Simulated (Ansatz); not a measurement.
Cd₂TeSe in space group P-4m2 (No. 115; Cd on 2g, Te on 1d, Se on 1b), LDA in the plane-wave PAW code Ansatz. The conduction-band minimum lies at Γ, with 1 equivalent valley. Second derivatives d²E/dk² of the lowest band at one valley (eV·Å²), along Cartesian directions:

| direction | d²E/dk² |
|---|---|
| [100] | 212.9 |
| [010] | 212.9 |
| [001] | 194.9 |
| [110] | 213.0 |
| [101] | 203.9 |
| [011] | 203.9 |

### Question
Find the principal effective masses, the density-of-states mass and the conductivity mass.

### Answer
Off-diagonal terms follow from H_xy = H[110] − (H_xx + H_yy)/2, and m*/mₑ = 7.620 eV·Å² over each eigenvalue: 0.036, 0.036, 0.039. One valley's DOS mass (m₁m₂m₃)^(1/3) = 0.037, conductivity mass 3/(Σ 1/mᵢ) = 0.037 mₑ.

### Question
What effective density of states Nc follows at 300 K for parabolic valleys?

### Answer
Nc = 2.509e19 × 1 × (0.037)^(3/2) ≈ 1.8e17 cm⁻³.

The workflow started from a Materials Project entry (that database holds measured and hypothetical structures alike); the Crystallography Open Database copy checked does not list it. Whether it is the stable phase at ambient conditions was not checked. The cell was relaxed with LDA under the symmetry of its start; of distortions, only those at the zone centre were tested. Scalar-relativistic: spin–orbit coupling is off unless named, which matters more the heavier the elements.

Potentials: the later of the program's two PAW sets.

Edges and masses are those of Kohn–Sham bands, whose gap is no quasiparticle gap.
